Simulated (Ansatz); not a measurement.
SiNF:
```
SiNF
1.0
    2.89444     0.00000     0.00000
   -1.44722     2.50666     0.00000
    0.00000     0.00000     4.67119
Si N F
1 1 1
Direct
  0.00000   0.00000   0.36731
  0.66667   0.33333   0.27437
  0.00000   0.00000   0.70998
```

Cartesian axes are those of the cell as given.

Q: Give the proper piezoelectric stress tensor with relaxed ions from DFT-r²SCAN+D4 in the program Ansatz with PAW potentials.

A: In C/m², rows x, y, z, Voigt columns; mesh uncertainty up to 0.00.
```
 0.00   0.00   0.00   0.00   0.11  -0.13
-0.13   0.13   0.00   0.11   0.00   0.00
-0.25  -0.25   0.61   0.00   0.00   0.00
```

The elastic tensor of the same run (GPa):

```csv
,1,2,3,4,5,6
1,399,125,12.7,0.6,0.0,0.0
2,125,399,12.7,-0.6,0.0,0.0
3,12.7,12.7,46.7,0.0,0.0,0.0
4,0.6,-0.6,0.0,10.5,0.0,0.0
5,0.0,0.0,0.0,0.0,10.5,0.6
6,0.0,0.0,0.0,0.0,0.6,137
```

Q: Convert to strain constants d = e·S.

A: In pC/N:
```
 0.0   0.0   0.0   0.0  10.8  -1.0
-0.5   0.5   0.0  10.8   0.0   0.0
-0.8  -0.8  13.4   0.0   0.0   0.0
```

Space group P3m1. The start of the workflow was typed in or built on a structure type; neither database checked (COD, Materials Project) lists it. Its standing as an ambient phase is unchecked. Symmetry was held in the r²SCAN+D4 relaxation; whether a distortion lowers the energy is not shown. The volume moved by -27 % from the start of the relaxation. Signs of piezoelectric constants follow the polarity of the cell as given.

Potentials: the earlier of the program's two PAW sets.
